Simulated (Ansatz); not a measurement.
Ansatz (an electronic-structure program) input:

Ansatz 0.2 input:
```yaml
crystal:
  lattice:
    - [1.6599837074, 0.9583920403, 5.8607180453]
    - [-1.6599837074, 0.9583920403, 5.8607180453]
    - [0.0, -1.9167840806, 5.8607180453]
  atoms:
    - { symbol: Sr, position: [0.0, 0.0, 0.0] }
    - { symbol: Hf, position: [0.5, 0.5, 0.5] }
    - { symbol: N, position: [0.2331348542, 0.2331348542, 0.2331348542] }
    - { symbol: N, position: [0.7668651458, 0.7668651458, 0.7668651458] }
kpoints:
  mp_grid: { grid: [7, 7, 7] }
hamiltonian:
  xc: hse06
  pseudopotentials: { kind: paw }
scf:
  n_extra_bands: 6
  occupations: { method: fixed }
output:
  eigenvalues: true
  eigenstates:
    e_range: [-9.0, 8.2]
    kpoints:
      - [0.0, 0.0, 0.0]  # VBM
      - [0.0, 0.5, 0.5]  # CBM
      - [0.0, 0.0, 0.0]  # GAMMA
      - [0.5, 0.5, 0.5]  # T
      - [0.5, 0.0, 0.0]  # L
      - [0.5, 0.0, 0.5]  # F
      - [0.3422471456, -0.3422471456, 0.0]  # S_0
      - [0.6577528544, 0.0, 0.3422471456]  # S_2
      - [0.5, -0.1844942913, 0.1844942913]  # H_0
      - [0.8155057087, 0.1844942913, 0.5]  # H_2
```

Output (shortened):

```
basis.fft_grid_basis auto: the FFT boxes are laid along the combinations [[1, 0, -1], [0, 1, -1], [0, 0, 1]] of the cell's own vectors, 3.320, 3.320 and 6.166 …
Pseudopotential: Sr, paw, valence charge 10
Pseudopotential: Hf, paw, valence charge 26
Pseudopotential: N, paw, valence charge 5
Functional definition: HSE06
davidson cushion auto → on  (no smearing: the cushion is to keep the highest requested band from converging to the state above it …
Crystal: 4 atoms, lattice volume = 55.943 Å³
Basis set: ecut = 420 eV, 1093 PW (Γ), FFT grids on a1−a3, a2−a3, a3
Bands: 29, of which v1, the nominal top of the filled ones, is band 23 counted from 1 (22 counted from 0)
Symmetry: 12 space group operations
Space group: R-3m (ITA 166), of the structure as read, at distance tolerance 3.8e-5 Å
k-points: 44 of 343
SCF iter   1: F=—  HF=-20038.918245 eV  |F-HF|=—  |Δ(HF+E_count)|=         —  Δρ=2.22e-3  dr2=7.95e-3  ethr=1.77e-3  ⟨swp⟩=8.2  Hψ=5838  notcnv=0
preconditioner: auto → none
SCF iter   2: F=—  HF=-20038.918474 eV  |F-HF|=—  |Δ(HF+E_count)|=   2.29e-4  Δρ=1.38e-3  dr2=4.74e-3  ethr=1.73e-5  ⟨swp⟩=4.5  Hψ=3959  notcnv=0
iter 3 solved again at ethr=2.24e-7 eV; its pass at ethr=1.03e-5 eV (dr2=1.03e-4 eV) is discarded
SCF iter   3: F=—  HF=-20038.917420 eV  |F-HF|=—  |Δ(HF+E_count)|=   1.05e-3  Δρ=6.53e-4  dr2=1.03e-4  ethr=2.24e-7  ⟨swp⟩=3.8  Hψ=6493  notcnv=0  defer=2
SCF iter   4: F=—  HF=-20038.917477 eV  |F-HF|=—  |Δ(HF+E_count)|=   5.69e-5  Δρ=2.35e-4  dr2=1.36e-5  ethr=2.24e-7  ⟨swp⟩=3.0  Hψ=3254  notcnv=0
SCF iter   5: F=-20038.917488 eV  HF=-20038.917488 eV  |F-HF|=3.85e-7  |Δ(HF+E_count)|=   1.06e-5  Δρ=6.03e-5  dr2=1.12e-6  ethr=2.96e-8  ⟨swp⟩=3.1  Hψ=3592  notcnv=0
SCF 1 stopped early in 5 iterations: F = -20038.917488 eV  dr2 = 1.12e-6
Crystal: 4 atoms, lattice volume = 55.943 Å³
Exchange kernel: α = 0.2500, screened, ω = 0.2079 Å⁻¹, Wigner–Seitz truncation, v(0) = 1046.6903 eV·Å³, q-mesh 7×7×7, nearest image of the exchange supercell L …
Frozen-core exchange: fock
SCF iter   1: F=—  HF=-20041.782601 eV  |F-HF|=—  |Δ(HF+E_count)|=         —  Δρ=8.50e-3  dr2=4.80e-2  ethr=2.45e-8  ⟨swp⟩=9.4  Hψ=8815  notcnv=0
preconditioner: auto → none
SCF iter   2: F=—  HF=-20041.728956 eV  |F-HF|=—  |Δ(HF+E_count)|=   5.36e-2  Δρ=6.49e-3  dr2=1.81e-2  ethr=2.45e-8  ⟨swp⟩=7.0  Hψ=7165  notcnv=0  defer=7
SCF iter   3: F=—  HF=-20041.724569 eV  |F-HF|=—  |Δ(HF+E_count)|=   4.39e-3  Δρ=1.93e-3  dr2=5.14e-3  ethr=2.45e-8  ⟨swp⟩=6.2  Hψ=6319  notcnv=0  defer=2
SCF iter   4: F=—  HF=-20041.745357 eV  |F-HF|=—  |Δ(HF+E_count)|=   2.08e-2  Δρ=1.80e-3  dr2=2.31e-3  ethr=2.45e-8  ⟨swp⟩=6.1  Hψ=6467  notcnv=0
SCF iter   5: F=—  HF=-20041.744278 eV  |F-HF|=—  |Δ(HF+E_count)|=   1.08e-3  Δρ=8.60e-4  dr2=3.00e-4  ethr=2.45e-8  ⟨swp⟩=5.0  Hψ=5277  notcnv=0
SCF iter   6: F=—  HF=-20041.743975 eV  |F-HF|=—  |Δ(HF+E_count)|=   3.03e-4  Δρ=2.81e-4  dr2=4.74e-5  ethr=2.45e-8  ⟨swp⟩=4.0  Hψ=4866  notcnv=0
SCF iter   7: F=-20041.744210 eV  HF=-20041.744226 eV  |F-HF|=1.53e-5  |Δ(HF+E_count)|=   2.51e-4  Δρ=1.69e-4  dr2=1.87e-5  ethr=2.45e-8  ⟨swp⟩=4.4  Hψ=4649  notcnv=0
SCF 2 stopped early in 7 iterations: F = -20041.744210 eV  dr2 = 1.87e-5
hybrid outer 1: dexx = +2.253e-2 eV, tail = 1.08e-3 eV
Crystal: 4 atoms, lattice volume = 55.943 Å³
Exchange kernel: α = 0.2500, screened, ω = 0.2079 Å⁻¹, Wigner–Seitz truncation, v(0) = 1046.6903 eV·Å³, q-mesh 7×7×7, nearest image of the exchange supercell L …
Frozen-core exchange: fock
SCF iter   1: F=—  HF=-20041.743855 eV  |F-HF|=—  |Δ(HF+E_count)|=         —  Δρ=1.10e-4  dr2=6.20e-6  ethr=1.18e-5  ⟨swp⟩=2.1  Hψ=2819  notcnv=0
preconditioner: auto → none
SCF iter   2: F=—  HF=-20041.743859 eV  |F-HF|=—  |Δ(HF+E_count)|=   4.69e-6  Δρ=5.09e-5  dr2=1.41e-6  ethr=1.24e-8  ⟨swp⟩=4.3  Hψ=4342  notcnv=0
iter 3 solved again at ethr=1.29e-10 eV; its pass at ethr=2.63e-9 eV (dr2=5.93e-8 eV) is discarded
SCF iter   3: F=-20041.743859 eV  HF=-20041.743859 eV  |F-HF|=2.18e-8  |Δ(HF+E_count)|=   3.73e-7  Δρ=1.75e-5  dr2=9.27e-8  ethr=1.29e-10  ⟨swp⟩=2.7  Hψ=6114  notcnv=0
SCF 3 converged in 3 iterations: F = -20041.743859 eV  dr2 = 9.27e-8
hybrid outer 2: dexx = +2.681e-6 eV, tail = 3.53e-7 eV, Δε = 8.88e-3 eV (about 5.24e-4 eV left of the loop's levels)
NSCF: frozen V_eff on 10 k-points
hybrid SCF converged: 2 outer / 10 inner (+5 warm-up), last move |dexx| = 2.68e-6 eV, tail = 3.53e-7 eV
Stability not checked (fock_operator)
Free energy (F): -20041.743859 eV
Frozen-core exchange: fock
Harris-Foulkes:  -20041.743859 eV  (|F-HF|=2.18e-8)
Internal energy: -20041.743859 eV  (E = F + TS)
E sigma→0 (E₀):  -20041.743859 eV
Fermi energy:    14.276326 eV
--- Per-component energies (eV) ---
  E_band       = -115.732057
  E_kinetic    = 928.831856
  E_local      = -7459.615535  (includes V_loc(G=0)·N_el)
  E_nonlocal   = -967.501738
  E_hartree    = 3353.437180
  E_xc         = -474.159743
  E_vxc        = -464.033284  (∫ρ·V_xc dr)
  E_exx        = -165.793792  (= α·E_x^exact, valence–valence)
  E_paw        = -9821.106552  (= ΣΔE_a)
  E_vpaw       = 1471.282491  (= ΣTr[D̂ρ^β])
  E_aug_tail   = 0.000184  (compensation charges beyond the density's cutoff)
  E_ewald      = -5436.571433
  E_core_change = 0.735713  (= ΣΔE_core)
  E_smearing   =  0.000000  (= −TS)
  E_closure    =  0.000000  (closes the sum)
  Σ components = -20041.743859   (vs F -20041.743859, Δ=3.64e-12)
  [band-id]    e_kinetic+e_local+e_nonlocal+2·e_hartree+e_vxc+2·e_exx+e_vpaw+e_augmentation_tail = -115.749249   (vs E_band -115.732057, Δ=-1.72e-2)
--- Band table (eV; the first three rows and the last of 44) ---
  k-point 0: bands = ["-49.8077", "-21.8974", "-17.2933", "-16.8656", "-16.8656", "-3.3864", "-2.0443", "-2.0443", "-1.1743", "0.1200", "0.2938", "0.3079", "0.3079", "0.3221", "0.3221", "0.3743", "2.0717", "9.2715", "11.0191", "11.0191", "14.0604", "14.2763", …
  k-point 1: bands = ["-49.8024", "-21.8521", "-17.2692", "-16.9820", "-16.8899", "-3.2782", "-2.5611", "-2.1185", "-0.6722", "0.1248", "0.2979", "0.3126", "0.3167", "0.3210", "0.3286", "0.3658", "1.7602", "9.7611", "11.0865", "11.2251", "12.8596", "13.7989", …
  k-point 2: bands = ["-49.7906", "-21.7479", "-17.2409", "-17.2075", "-16.9438", "-3.3968", "-2.9566", "-2.2805", "-0.0511", "0.1412", "0.3054", "0.3080", "0.3168", "0.3242", "0.3487", "0.4997", "1.2134", "10.3121", "10.7727", "11.6084", "11.6424", …
  k-point 43: bands = ["-49.8024", "-21.8549", "-17.2596", "-16.9827", "-16.8899", "-3.5587", "-2.4947", "-2.1182", "-0.0355", "0.1606", "0.2979", "0.3121", "0.3168", "0.3207", "0.3658", "0.4723", "1.1073", "10.4129", "10.6022", "11.3289", "13.0100", …
```

Cost: about 10 core-minutes (a rough figure) on shared cores.

The points marked VBM and CBM come from a semilocal run.

The workflow started from a Materials Project entry (that database holds measured and hypothetical structures alike); the Crystallography Open Database copy checked does not list it. Its standing as an ambient phase is unchecked. Symmetry was held in the PBEsol relaxation; whether a distortion lowers the energy is not shown. The run is not spin-polarised. Scalar-relativistic: spin–orbit coupling is off unless named, which matters more the heavier the elements.

Potentials: the later of the program's two PAW sets.

Ansatz is a plane-wave DFT program.
